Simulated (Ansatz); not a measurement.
Relaxed-ion elastic tensor of Si2Ni (fluorite or antifluorite type, space group No. 225) in GPa (Voigt order), the program Ansatz at the LDA level (PAW); density 4.99 g/cm³, 12.75 Å³ per atom.

```
 208   147   147   0.0   0.0   0.0
 147   208   147   0.0   0.0   0.0
 147   147   208   0.0   0.0   0.0
 0.0   0.0   0.0  84.0   0.0   0.0
 0.0   0.0   0.0   0.0  84.0   0.0
 0.0   0.0   0.0   0.0   0.0  84.0
```

**Question.** Is the crystal mechanically stable?

**Answer.** Yes: the smallest eigenvalue of C is 60.8 GPa.

**Question.** Work out the Voigt, Reuss and Hill averages.

**Answer.** K_V = 167, K_R = 167, K_H = 167; G_V = 62.5, G_R = 49.2, G_H = 55.9 GPa.

**Question.** Give Young's modulus, Poisson's ratio, Pugh's ratio and the universal anisotropy index.

**Answer.** E = 9KG/(3K + G) = 151 GPa; ν = 0.35; K/G = 3.00 (ductile by the Pugh limit of 1.75); A_U = 5G_V/G_R + K_V/K_R − 6 = 1.35.

**Question.** Estimate the sound speeds and the Debye temperature.

**Answer.** v_l = √((K + 4G/3)/ρ) = 6970 m/s, v_t = √(G/ρ) = 3350 m/s, mean 3760 m/s; Θ = (h/k)(3n/4πV)^(1/3) v_m = 480 K.

**Question.** Give the Zener ratio and Young's modulus along [100], [110] and [111].

**Answer.** A = 2C44/(C11 − C12) = 2.77; 1/E = S11 − 2(S11 − S12 − S44/2)Γ with Γ = 0, 1/4, 1/3 gives 85.9, 157, 216 GPa.

Space group Fm-3m (fluorite or antifluorite type). The LDA relaxation kept the symmetry of its start; of distortions, only those at the zone centre were tested. No spin polarisation was allowed. As this level gives no gap, shear constants depend on the k-mesh and smearing (Fermi–Dirac, 0.1 eV here).

Potentials: the earlier of the program's two PAW sets.
